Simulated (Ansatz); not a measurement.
An Ansatz (a program for electronic structure) run. Input:

Ansatz 0.2 input:
```yaml
crystal:
  lattice:
    - [2.7910803378, 0.0, 0.0]
    - [-1.3955401689, 2.4171464766, 0.0]
    - [0.0, 0.0, 12.4731558575]
  atoms:
    - { symbol: Al, position: [0.6666666667, 0.3333333333, 0.25] }
    - { symbol: Al, position: [0.3333333333, 0.6666666667, 0.75] }
    - { symbol: Cr, position: [0.3333333333, 0.6666666667, 0.4153781653] }
    - { symbol: Cr, position: [0.6666666667, 0.3333333333, 0.5846218347] }
    - { symbol: Cr, position: [0.6666666667, 0.3333333333, 0.9153781653] }
    - { symbol: Cr, position: [0.3333333333, 0.6666666667, 0.0846218347] }
    - { symbol: C, position: [0.0, 0.0, 0.5] }
    - { symbol: C, position: [0.0, 0.0, 0.0] }
kpoints:
  mp_grid: { grid: [35, 35, 7] }
hamiltonian:
  xc: lda
  pseudopotentials: { kind: paw }
scf:
  occupations: { method: fermi_dirac, width: 0.1 }
elastic: { mode: relaxed_ion, stencil: two_point, amplitude: 0.005, f_tol: 0.0005 }
```

Output (shortened):

```
Pseudopotential: Al, paw, valence charge 3
Pseudopotential: Cr, paw, valence charge 14
Pseudopotential: C, paw, valence charge 4
Functional definition: SPW92
Crystal: 8 atoms, lattice volume = 84.150 Å³
Basis set: ecut = 420 eV, 1649 PW (Γ)
Bands: 43, of which v1, the nominal top of the filled ones, is band 35 counted from 1 (34 counted from 0)
Symmetry: 24 space group operations
Space group: P63/mmc (ITA 194), of the structure as read, at distance tolerance 4.4e-5 Å
k-points: 480 of 8575
SCF 1 converged in 13 iterations: F = -14806.031728 eV  dr2 = 5.58e-15
relax step   1: F+E_penalty+E_count = -14806.03172751 eV  Δ(F+E_penalty+E_count) = +0.000e0 eV  max|allowed force component| = 3.070e-2 eV/Å  Δτ_max = 0.0000 Å  (13 SCF iters, accepted)
Crystal: 8 atoms, lattice volume = 84.150 Å³
SCF 2 converged in 12 iterations: F = -14806.031783 eV  dr2 = 4.24e-14
relax step   2: F+E_penalty+E_count = -14806.03178313 eV  Δ(F+E_penalty+E_count) = -5.563e-5 eV  max|allowed force component| = 1.462e-2 eV/Å  Δτ_max = 0.0006 Å  (12 SCF iters, accepted)
Crystal: 8 atoms, lattice volume = 84.150 Å³
SCF 3 converged in 10 iterations: F = -14806.031799 eV  dr2 = 8.42e-15
relax step   3: F+E_penalty+E_count = -14806.03179947 eV  Δ(F+E_penalty+E_count) = -1.634e-5 eV  max|allowed force component| = 2.411e-5 eV/Å  Δτ_max = 0.0006 Å  (10 SCF iters, accepted)
Crystal: 8 atoms, lattice volume = 84.150 Å³
SCF 4 converged in 14 iterations: F = -14806.031799 eV  dr2 = 2.75e-18
Crystal: 8 atoms, lattice volume = 83.729 Å³
Symmetry: 8 space group operations
k-points: 1296 of 8575
SCF 5 converged in 13 iterations: F = -14806.028526 eV  dr2 = 1.26e-14
relax step   1: F+E_penalty+E_count = -14806.02852587 eV  Δ(F+E_penalty+E_count) = +0.000e0 eV  max|allowed force component| = 6.082e-2 eV/Å  Δτ_max = 0.0000 Å  (13 SCF iters, accepted)
Crystal: 8 atoms, lattice volume = 83.729 Å³
SCF 6 converged in 11 iterations: F = -14806.028858 eV  dr2 = 2.27e-14
relax step   2: F+E_penalty+E_count = -14806.02885848 eV  Δ(F+E_penalty+E_count) = -3.326e-4 eV  max|allowed force component| = 2.643e-3 eV/Å  Δτ_max = 0.0031 Å  (11 SCF iters, accepted)
Crystal: 8 atoms, lattice volume = 83.729 Å³
SCF 7 converged in 12 iterations: F = -14806.028861 eV  dr2 = 1.81e-18
relax step   3: F+E_penalty+E_count = -14806.02886059 eV  Δ(F+E_penalty+E_count) = -2.108e-6 eV  max|allowed force component| = 6.996e-4 eV/Å  Δτ_max = 0.0006 Å  (12 SCF iters, accepted)
Crystal: 8 atoms, lattice volume = 83.729 Å³
SCF 8 converged in 12 iterations: F = -14806.028861 eV  dr2 = 6.29e-19
relax step   4: F+E_penalty+E_count = -14806.02886076 eV  Δ(F+E_penalty+E_count) = -1.744e-7 eV  max|allowed force component| = 1.913e-5 eV/Å  Δτ_max = 0.0002 Å  (12 SCF iters, accepted)
Crystal: 8 atoms, lattice volume = 83.729 Å³
SCF 9 converged in 6 iterations: F = -14806.028861 eV  dr2 = 0.0
Crystal: 8 atoms, lattice volume = 84.570 Å³
Basis set: ecut = 420 eV, 1665 PW (Γ)
SCF 10 converged in 13 iterations: F = -14806.029102 eV  dr2 = 6.68e-15
relax step   1: F+E_penalty+E_count = -14806.02910156 eV  Δ(F+E_penalty+E_count) = +0.000e0 eV  max|allowed force component| = 5.930e-2 eV/Å  Δτ_max = 0.0000 Å  (13 SCF iters, accepted)
Crystal: 8 atoms, lattice volume = 84.570 Å³
SCF 11 converged in 11 iterations: F = -14806.029423 eV  dr2 = 2.19e-14
relax step   2: F+E_penalty+E_count = -14806.02942267 eV  Δ(F+E_penalty+E_count) = -3.211e-4 eV  max|allowed force component| = 7.970e-4 eV/Å  Δτ_max = 0.0037 Å  (11 SCF iters, accepted)
Crystal: 8 atoms, lattice volume = 84.570 Å³
SCF 12 converged in 8 iterations: F = -14806.029423 eV  dr2 = 3.24e-14
relax step   3: F+E_penalty+E_count = -14806.02942275 eV  Δ(F+E_penalty+E_count) = -8.444e-8 eV  max|allowed force component| = 1.828e-5 eV/Å  Δτ_max = 0.0001 Å  (8 SCF iters, accepted)
Crystal: 8 atoms, lattice volume = 84.570 Å³
SCF 13 converged in 6 iterations: F = -14806.029423 eV  dr2 = 4.58e-18
Crystal: 8 atoms, lattice volume = 83.729 Å³
SCF 14 converged in 12 iterations: F = -14806.027676 eV  dr2 = 5.07e-14
relax step   1: F+E_penalty+E_count = -14806.02767565 eV  Δ(F+E_penalty+E_count) = +0.000e0 eV  max|allowed force component| = 6.299e-2 eV/Å  Δτ_max = 0.0000 Å  (12 SCF iters, accepted)
Crystal: 8 atoms, lattice volume = 83.729 Å³
SCF 15 converged in 11 iterations: F = -14806.027973 eV  dr2 = 2.17e-14
relax step   2: F+E_penalty+E_count = -14806.02797283 eV  Δ(F+E_penalty+E_count) = -2.972e-4 eV  max|allowed force component| = 1.227e-3 eV/Å  Δτ_max = 0.0024 Å  (11 SCF iters, accepted)
Crystal: 8 atoms, lattice volume = 83.729 Å³
SCF 16 converged in 8 iterations: F = -14806.027973 eV  dr2 = 5.12e-14
relax step   3: F+E_penalty+E_count = -14806.02797295 eV  Δ(F+E_penalty+E_count) = -1.133e-7 eV  max|allowed force component| = 4.113e-6 eV/Å  Δτ_max = 0.0000 Å  (8 SCF iters, accepted)
Crystal: 8 atoms, lattice volume = 83.729 Å³
SCF 17 converged in 6 iterations: F = -14806.027973 eV  dr2 = 4.21e-18
Crystal: 8 atoms, lattice volume = 84.570 Å³
Basis set: ecut = 420 eV, 1661 PW (Γ)
SCF 18 converged in 12 iterations: F = -14806.030092 eV  dr2 = 3.61e-14
relax step   1: F+E_penalty+E_count = -14806.03009153 eV  Δ(F+E_penalty+E_count) = +0.000e0 eV  max|allowed force component| = 6.150e-2 eV/Å  Δτ_max = 0.0000 Å  (12 SCF iters, accepted)
Crystal: 8 atoms, lattice volume = 84.570 Å³
SCF 19 converged in 11 iterations: F = -14806.030387 eV  dr2 = 2.25e-14
relax step   2: F+E_penalty+E_count = -14806.03038689 eV  Δ(F+E_penalty+E_count) = -2.954e-4 eV  max|allowed force component| = 2.253e-3 eV/Å  Δτ_max = 0.0023 Å  (11 SCF iters, accepted)
Crystal: 8 atoms, lattice volume = 84.570 Å³
SCF 20 converged in 9 iterations: F = -14806.030387 eV  dr2 = 2.53e-14
relax step   3: F+E_penalty+E_count = -14806.03038728 eV  Δ(F+E_penalty+E_count) = -3.952e-7 eV  max|allowed force component| = 7.706e-6 eV/Å  Δτ_max = 0.0001 Å  (9 SCF iters, accepted)
Crystal: 8 atoms, lattice volume = 84.570 Å³
SCF 21 converged in 6 iterations: F = -14806.030387 eV  dr2 = 1.46e-18
Crystal: 8 atoms, lattice volume = 84.149 Å³
Basis set: ecut = 420 eV, 1651 PW (Γ)
Symmetry: 4 space group operations
k-points: 2214 of 8575
SCF 22 converged in 11 iterations: F = -14806.030454 eV  dr2 = 7.61e-15
relax step   1: F+E_penalty+E_count = -14806.03045407 eV  Δ(F+E_penalty+E_count) = +0.000e0 eV  max|allowed force component| = 5.108e-2 eV/Å  Δτ_max = 0.0000 Å  (11 SCF iters, accepted)
Crystal: 8 atoms, lattice volume = 84.149 Å³
SCF 23 converged in 9 iterations: F = -14806.030807 eV  dr2 = 6.93e-14
relax step   2: F+E_penalty+E_count = -14806.03080686 eV  Δ(F+E_penalty+E_count) = -3.528e-4 eV  max|allowed force component| = 6.293e-3 eV/Å  Δτ_max = 0.0031 Å  (9 SCF iters, accepted)
Crystal: 8 atoms, lattice volume = 84.149 Å³
SCF 24 converged in 9 iterations: F = -14806.030812 eV  dr2 = 9.66e-15
relax step   3: F+E_penalty+E_count = -14806.03081232 eV  Δ(F+E_penalty+E_count) = -5.454e-6 eV  max|allowed force component| = 6.870e-5 eV/Å  Δτ_max = 0.0004 Å  (9 SCF iters, accepted)
Crystal: 8 atoms, lattice volume = 84.149 Å³
SCF 25 converged in 6 iterations: F = -14806.030812 eV  dr2 = 1.07e-18
Crystal: 8 atoms, lattice volume = 84.149 Å³
SCF 26 converged in 11 iterations: F = -14806.030454 eV  dr2 = 7.45e-15
relax step   1: F+E_penalty+E_count = -14806.03045407 eV  Δ(F+E_penalty+E_count) = +0.000e0 eV  max|allowed force component| = 5.108e-2 eV/Å  Δτ_max = 0.0000 Å  (11 SCF iters, accepted)
Crystal: 8 atoms, lattice volume = 84.149 Å³
SCF 27 converged in 10 iterations: F = -14806.030812 eV  dr2 = 6.48e-14
relax step   2: F+E_penalty+E_count = -14806.03081164 eV  Δ(F+E_penalty+E_count) = -3.576e-4 eV  max|allowed force component| = 2.227e-3 eV/Å  Δτ_max = 0.0035 Å  (10 SCF iters, accepted)
Crystal: 8 atoms, lattice volume = 84.149 Å³
SCF 28 converged in 9 iterations: F = -14806.030812 eV  dr2 = 1.92e-14
relax step   3: F+E_penalty+E_count = -14806.03081227 eV  Δ(F+E_penalty+E_count) = -6.363e-7 eV  max|allowed force component| = 3.735e-4 eV/Å  Δτ_max = 0.0002 Å  (9 SCF iters, accepted)
Crystal: 8 atoms, lattice volume = 84.149 Å³
SCF 29 converged in 6 iterations: F = -14806.030812 eV  dr2 = 4.23e-18
SCF converged after 14 iterations
Stability not checked: this state was not tested for a lower state beside it, because too few of the mixer's solves of this state at the end of the SCF gave a …
Free energy (F): -14806.031799 eV
Harris-Foulkes:  -14806.031799 eV  (|F-HF|=5.46e-12)
Internal energy: -14805.820884 eV  (E = F + TS)
E sigma→0 (E₀):  -14805.926342 eV
Entropy (-TS):   -0.210916 eV (-26.364 meV/atom)
Fermi energy:    15.437947 eV
--- Per-component energies (eV) ---
  E_band       = -686.146201
  E_kinetic    = 1617.040260
  E_local      = -8471.003103  (includes V_loc(G=0)·N_el)
  E_nonlocal   = 413.460014
  E_hartree    = 3820.514289
  E_xc         = -737.726184
  E_vxc        = -900.346928  (∫ρ·V_xc dr)
  E_paw        = -5635.666097  (= ΣΔE_a)
  E_vpaw       = -986.326360  (= ΣTr[D̂ρ^β])
  E_aug_tail   = 0.001338  (compensation charges beyond the density's cutoff)
  E_ewald      = -5814.138997
  E_core_change = 1.697597  (= ΣΔE_core)
  E_smearing   = -0.210916  (= −TS)
  E_closure    =  0.000000  (closes the sum)
  Σ components = -14806.031799   (vs F -14806.031799, Δ=0.00e0)
--- Forces (eV/Å), atoms counted from 1 ---
  atom   1  Al     0.00000000     0.00000000     0.00000000
  atom   2  Al     0.00000000     0.00000000     0.00000000
  atom   3  Cr     0.00000000     0.00000000    -0.00002411
  atom   4  Cr     0.00000000     0.00000000     0.00002411
  atom   5  Cr     0.00000000     0.00000000    -0.00002411
  atom   6  Cr     0.00000000     0.00000000     0.00002411
  atom   7  C      0.00000000     0.00000000     0.00000000
  atom   8  C      0.00000000     0.00000000     0.00000000
  max |Σ_I F_I| component: 3.70e-17 eV/Å
--- Stress (GPa, compression-positive) ---
        0.096107       0.000000       0.000000
        0.000000       0.096107       0.000000
        0.000000       0.000000       0.450695
  P = ⅓ Tr σ = 0.2143 GPa (2.143 kbar)
--- Band table (eV; the first three rows and the last of 480) ---
  k-point 0: bands = ["-55.7747", "-55.7746", "-55.7073", "-55.7073", "-27.6286", "-27.6266", "-27.3611", "-27.3611", "-27.3611", "-27.3611", "-27.3149", "-27.3149", "-27.3149", "-27.3149", "-27.2732", "-27.2710", "1.9427", "2.0583", "5.6479", "6.4490", …
  k-point 1: bands = ["-55.7747", "-55.7746", "-55.7073", "-55.7073", "-27.6285", "-27.6267", "-27.3611", "-27.3611", "-27.3611", "-27.3611", "-27.3149", "-27.3149", "-27.3149", "-27.3149", "-27.2731", "-27.2712", "1.9481", "2.0521", "5.6775", "6.3887", …
  k-point 2: bands = ["-55.7747", "-55.7746", "-55.7073", "-55.7073", "-27.6282", "-27.6270", "-27.3611", "-27.3611", "-27.3611", "-27.3611", "-27.3149", "-27.3149", "-27.3149", "-27.3149", "-27.2728", "-27.2714", "1.9633", "2.0352", "5.7635", "6.2417", …
  k-point 479: bands = ["-55.6887", "-55.6887", "-55.6864", "-55.6864", "-27.6544", "-27.6544", "-27.6157", "-27.6156", "-27.6127", "-27.6126", "-27.5149", "-27.5149", "-27.3383", "-27.3381", "-27.3297", "-27.3295", "4.3460", "4.3461", "9.3766", "9.3895", …
--- Elastic constants: 3 strain directions × 2 members + reference (group order 24) ---
  dense FFT box of the reference and of every strained cell: 20×20×90
  strains applied: 11, 33, 23; error gains …
  reference relaxed by the batch: 3 steps …
  largest displacement 1.2e-3 Å; the constants are those of the deck's cell at these positions:
  atoms:
    - { symbol: Al, position: [0.6666666666666666, 0.3333333333333333, 0.25] }
    - { symbol: Al, position: [0.3333333333333333, 0.6666666666666666, 0.75] }
    - { symbol: Cr, position: [0.3333333333333333, 0.6666666666666666, 0.4152842169417122] }
    - { symbol: Cr, position: [0.6666666666666666, 0.3333333333333333, 0.5847157830582878] }
    - { symbol: Cr, position: [0.6666666666666666, 0.3333333333333333, 0.9152842169417124] }
    - { symbol: Cr, position: [0.3333333333333333, 0.6666666666666666, 0.08471578305828778] }
    - { symbol: C, position: [0.0, 0.0, 0.5] }
    - { symbol: C, position: [0.0, 0.0, 0.0] }
  C = ∂σ_k/∂η_j (tension-positive GPa; Voigt order 11 22 33 23 13 12):
       406.198     93.444    127.560      0.000      0.000      0.000
        93.444    406.198    127.560      0.000      0.000      0.000
       127.909    127.909    401.296      0.000      0.000      0.000
         0.000      0.000      0.000    151.995      0.000      0.000
         0.000      0.000      0.000      0.000    151.995      0.000
         0.000      0.000      0.000      0.000      0.000    156.377
  reference stress σ⁰ (GPa):     -0.096     -0.096     -0.451      0.000      0.000      0.000
  moduli (Voigt/Reuss/Hill, GPa): K = 212.39/212.15/212.27   G = 149.73/149.08/149.40   E = 363.04   ν = 0.215
  mechanically stable: yes (min eigenvalue of sym C = 151.99 GPa)
  strain η (Voigt 11):  stress-route row diagonal C_11 = 406.20 GPa, energy-path curvature d²(F+E_count+ΔE)/dδ²/Ω₀ = 406.25 GPa
         δ    σ_11 (GPa)             F (eV)   n_scf  n_hpsi   n_pw
    -5.000e-3      -2.1629      -14806.0288608       6  637219   1661   relax 4 steps, max|allowed force component| 1.91e-5 eV/Å
     5.000e-3       1.8991      -14806.0294228       6  640016   1678   relax 3 steps, max|allowed force component| 1.83e-5 eV/Å
  strain η (Voigt 33):  stress-route row diagonal C_33 = 401.30 GPa, energy-path curvature d²(F+E_count+ΔE)/dδ²/Ω₀ = 401.33 GPa
         δ    σ_33 (GPa)             F (eV)   n_scf  n_hpsi   n_pw
    -5.000e-3      -2.4828      -14806.0279729       6  237735   1662   relax 3 steps, max|allowed force component| 4.11e-6 eV/Å
     5.000e-3       1.5302      -14806.0303873       6  236683   1680   relax 3 steps, max|allowed force component| 7.71e-6 eV/Å
  strain η (Voigt 23):  stress-route row diagonal C_44 = 151.99 GPa, energy-path curvature d²(F+E_count+ΔE)/dδ²/Ω₀ = 152.19 GPa
         δ    σ_23 (GPa)             F (eV)   n_scf  n_hpsi   n_pw
    -5.000e-3      -0.7599      -14806.0308123       6  1093759   1668   relax 3 steps, max|allowed force component| 6.87e-5 eV/Å
     5.000e-3       0.7600      -14806.0308123       6  1094416   1668   relax 3 steps, max|allowed force component| 3.74e-4 eV/Å
```

Cost: roughly 100 core-minutes on shared cores.

Space group P6_3/mmc. Symmetry was held in the LDA relaxation; of distortions, only those at the zone centre were tested. The run is not spin-polarised. As this level gives no gap, shear constants depend on the k-mesh and smearing (Fermi–Dirac, 0.1 eV here). On the denser mesh and wider smearing of the elastic run this cell carries a stress of 0.5 GPa.

Potentials: the later of the program's two PAW sets.

Ansatz is a plane-wave DFT program.
